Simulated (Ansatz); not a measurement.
Starting cell, Al (fcc, Cu type):

```
Al
1.0
    0.00000     4.04047     4.04047
    2.02024     2.02024     4.04047
    2.02024     2.02024     0.00000
Al
2
Direct
  0.00000   0.00000   0.00000
  0.50000   0.00000   0.00000
```

A phonon eigenvector at X = (0.5, 0.5, 0.0) is frozen into this cell: atom i moves by Q times the vector below, so Q is the largest atomic displacement, in Å. The cell is held. (q is in reciprocal vectors of the primitive cell; the cell shown is doubled to hold the pattern.)

```json
[
 {"atom": "Al1", "x": "0.000", "y": "0.000", "z": "-1.000"},
 {"atom": "Al2", "x": "0.000", "y": "0.000", "z": "1.000"}
]
```

Method: PBE (plane waves to 420 eV, PAW, scalar-relativistic; Ansatz, a program for electronic structure). k mesh 20×20×20 (Γ-centred), Fermi-Dirac smearing 0.05 eV. E stands for the smeared free energy. With partly filled bands, energies and forces of such displacements shift with the k mesh and the smearing. Al was relaxed with its symmetry unable to fall. The zero of ΔE is the undisplaced structure. The last digit holds for this mesh only.

```json
[
 {"Q (Å)": "-0.180", "ΔE (meV/cell)": "332.0"},
 {"Q (Å)": "-0.150", "ΔE (meV/cell)": "229.6"},
 {"Q (Å)": "-0.120", "ΔE (meV/cell)": "146.4"},
 {"Q (Å)": "-0.090", "ΔE (meV/cell)": "82.0"},
 {"Q (Å)": "-0.060", "ΔE (meV/cell)": "withheld"},
 {"Q (Å)": "-0.030", "ΔE (meV/cell)": "9.2"},
 {"Q (Å)": "0.000", "ΔE (meV/cell)": "0.0"},
 {"Q (Å)": "0.030", "ΔE (meV/cell)": "9.2"},
 {"Q (Å)": "0.060", "ΔE (meV/cell)": "withheld"},
 {"Q (Å)": "0.090", "ΔE (meV/cell)": "82.0"},
 {"Q (Å)": "0.120", "ΔE (meV/cell)": "146.4"},
 {"Q (Å)": "0.150", "ΔE (meV/cell)": "229.6"},
 {"Q (Å)": "0.180", "ΔE (meV/cell)": "332.0"}
]
```

### Question
Fit an even polynomial form (powers 2, 4) to the given rows and predict ΔE at Q = -0.060.

### Answer
Least squares on the 11 given rows: ΔE = (10100)·Q² + (4586)·Q⁴, in meV/cell with Q in Å; root-mean-square residual 0.07 meV/cell. At -0.060 the fit gives 36.4 meV/cell; the calculation gives 36.5 meV/cell, so the interpolation is off by -0.1 (-0.3 %). The quadratic term alone would give 36.4 meV/cell.

(For displaced atoms, the force is minus the slope of the energy, and its curvature is a force constant, which sets phonon frequencies.)
